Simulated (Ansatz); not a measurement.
According to r²SCAN in the plane-wave PAW code Ansatz, AlNi in the cubic phase (Fd-3m; Ni on 8b, Al on 8a) relaxes to a = 5.785 Å. Against the elements it lies at -0.34 eV/atom, with no fitted shifts.

Electronic character: metallic (no gap). The magnetic state found is non-magnetic (starting moments vanished).

The bulk modulus is 1630 kbar. The relaxed-ion elastic constants in GPa are C11 = 138, C12 = 176, C44 = 118. Bader charges are Ni -1.12, Al +1.12 e.

The start of the workflow was typed in or built on a structure type; neither database checked (COD, Materials Project) lists it. It is not the phase usual at ambient conditions (space group No. 221). The cell was relaxed with r²SCAN under the symmetry of its start. At this level the phase is mechanically unstable. The workflow began spin-polarised and lost its moments. As this level gives no gap, shear constants depend on the k-mesh and smearing (Fermi–Dirac, 0.1 eV here). The references are the lowest solids computed at this level, not always the standard phases.

Potentials: the earlier of the program's two PAW sets.
